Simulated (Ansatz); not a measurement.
SrC$_{2}$: computed DOS

```cif
data_structure
_symmetry_space_group_name_H-M 'P 1'
_symmetry_Int_Tables_number 1
_cell_length_a 4.4723
_cell_length_b 4.4723
_cell_length_c 4.4723
_cell_angle_alpha 125.467
_cell_angle_beta 125.467
_cell_angle_gamma 80.766
_cell_volume 57.20
loop_
_atom_site_label
_atom_site_type_symbol
_atom_site_fract_x
_atom_site_fract_y
_atom_site_fract_z
_atom_site_occupancy
Sr1 Sr 0.00000 0.00000 0.00000 1
C1 C 0.40793 0.40793 0.00000 1
C2 C 0.59207 0.59207 0.00000 1
```

The runs use the primitive cell with vectors (-2.049, 2.049, 3.407), (2.049, -2.049, 3.407), (2.049, 2.049, -3.407) Å, to which the k mesh refers.

Structure from Materials Project entry mp-2630 (possibly hypothetical), not relaxed further.

The calculation used Ansatz 0.2.0, DFT, LDA, all-electron LAPW, scalar-relativistic.

The runs use a Γ-centred 10×10×10 k mesh, Fermi–Dirac smearing of 0.03 eV, basis error target 1 meV/atom, no spin polarisation.

(1) Which of the resolved shells contributes most in the top eV of the valence band?

(2) Tabulate the density of states.

Results:

(1) C 2p, with 68 % of all states there; C 2s follows with 20 %.

(2) States per eV and cell, averaged over 0.4 eV, from -12.2 to 3.6 eV, with energies (bin centres) from the valence-band top; empty bins are left out. The partial columns, the largest 3 alone, are projections on Löwdin-orthogonalised atomic shells (those that the program's projection atoms carry: the occupied ones and, for some elements, an empty d or f shell; other empty shells have no column), summed over atoms of an element. Weights on diffuse s and p shells depend on that basis and aren't pure angular character.
```
E (eV)  total  C 2p  C 2s  Sr 5s
 -12.1   2.34  0.56  1.56   0.10
 -11.7   2.66  0.63  1.77   0.04
  -3.7   1.06  0.52  0.41   0.09
  -3.3   2.43  1.20  0.98   0.17
  -2.9   1.27  0.62  0.54   0.07
  -2.5   0.64  0.44  0.12   0.06
  -2.1   2.77  2.33  0.22   0.12
  -1.7   4.06  3.78  0.08   0.05
  -1.3   2.60  2.48  0.02   0.02
  -0.9   1.24  0.98  0.12   0.08
  -0.5   2.25  1.54  0.46   0.11
  -0.1   1.69  1.14  0.37   0.07
   1.5   0.01  0.01  0.00   0.00
   1.9   0.19  0.13  0.00   0.00
   2.3   0.34  0.22  0.00   0.00
   2.7   0.47  0.30  0.00   0.00
   3.1   0.67  0.42  0.01   0.00
   3.5   0.95  0.54  0.01   0.00
```
